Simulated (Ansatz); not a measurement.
A trial cell of Be was relaxed with r2SCAN (plane waves to 500 eV, PAW, scalar-relativistic; Ansatz, a first-principles code).

Before: Pmmn, origin choice 1 (No. 59), oP2; a = 1.5414 Å, b = 3.2584 Å, c = 3.5240 Å, α = β = γ = 90.00°.

After relaxation:

Simulated powder pattern, Cu Kα, λ = 1.54184 Å (kinematic, ideal powder, no thermal factors, no anomalous dispersion; the 24 strongest lines at most, above 1 %, up to 2θ = 90°):

```tsv
2θ (°)	I/Imax (%)
50.01	100
58.43	47
87.31	34
```

**Question.** Identify the relaxed structure from its pattern: crystal system, space group and cell.

**Answer.** Cubic, Fm-3m (No. 225), cF4, fcc (Cu type); a = b = c = 3.159 Å, α = β = γ = 90.00°. Sites: Be 4a (0.000, 0.000, 0.000).

**Question.** Index the strongest lines.

**Answer.** 50.01° (111), 58.43° (200), 87.31° (220).

No spin polarisation in the result.

The run could not lose the symmetry of its start: the end is stationary, and may be a saddle point rather than a minimum.

The relaxed structure here is a generated cell of Be: the first start was made by a random draw of sites in a space group, and the end was not matched to a known phase here, so it may be hypothetical. Known forms of Be include space group No. 194.
